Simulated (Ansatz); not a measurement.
Os:
```xyz
2
Lattice="0.0000 2.7504 2.7504 2.7504 0.0000 2.7504 2.7504 2.7504 0.0000" Properties=species:S:1:pos:R:3 pbc="T T T"
Os     0.0000     0.0000     0.0000
Os     1.3752     1.3752     1.3752
```

Relaxed with PBEsol. Special points in fractions of this cell's reciprocal vectors: Γ (0.000, 0.000, 0.000); X (0.500, 0.000, 0.500); U (0.625, 0.250, 0.625); K (0.375, 0.375, 0.750); L (0.500, 0.500, 0.500); W (0.500, 0.250, 0.750).

Task: List the band energies nearest the Fermi level at these points for PBEsol in the plane-wave PAW code Ansatz.

Result: In eV from the Fermi level; about four levels below and three above (degenerate sets whole), none deeper than 8.9 eV; points with the same levels are listed once.

| k | below | above |
|---|---|---|
| Γ | -3.62 -3.62 -3.62 -0.54 -0.54 -0.54 | 2.70 2.70 11.18 |
| X | -2.84 -2.84 -1.32 -1.32 | 2.31 2.31 3.50 3.50 |
| U | -3.02 -1.73 -1.72 -1.38 | 1.88 2.57 2.60 |
| L | -3.94 -3.94 -3.88 -3.88 -1.55 | 0.43 0.43 1.94 1.94 |
| W | -2.10 -2.10 -1.95 -1.95 | 2.87 2.87 2.88 2.88 |

Space group Fd-3m (diamond). The start of the workflow was typed in or built on a structure type; neither database checked (COD, Materials Project) lists it. It is not the phase usual at ambient conditions (space group No. 194). The PBEsol relaxation kept the symmetry of its start; of distortions, only those at the zone centre were tested. No spin polarisation was allowed. Spin–orbit coupling is left out wherever it is not named.

Potentials: the later of the program's two PAW sets.
